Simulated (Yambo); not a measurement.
G0W0@PBEsol for CdS (zinc blende, space group F-43m, No. 216) in Yambo. Reference settings: 4×4×4 Γ-centred k mesh, bands 5 to 118 and a 10 Ry block in the screening, 118 bands in G with the Bruneval-Gonze terminator, plasmon pole fitted at 27.2 eV. The PBEsol gap Γ → Γ on this mesh is 1.01 eV; G0W0 gaps are taken between the same points.

With and without the terminator, as bands are cut:

```
bands in G (in W)  gap, terminator (eV)  gap, none (eV)  valence shift, terminator (eV)  valence shift, none (eV)
-----------------  --------------------  --------------  ------------------------------  ------------------------
27 (27)                           2.319           2.211                          -0.499                    -0.148
42 (42)                           2.234           2.126                          -0.679                    -0.406
64 (64)                           2.193           2.099                          -0.805                    -0.598
89 (89)                           2.187           2.120                          -0.876                    -0.731
118 (118)                         2.194           2.151                          -0.929                    -0.829
```

Over this range the gap spans 0.132 eV with the terminator and 0.112 eV without, the valence shift 0.430 eV and 0.681 eV. Neither column has reached its limit for certain.

Spin-orbit coupling is not included.

Geometry relaxed with PBEsol; primitive cell a = b = c = 4.119 Å, α = β = γ = 60.00°.

A shift is the quasiparticle energy of the state minus its PBEsol energy.
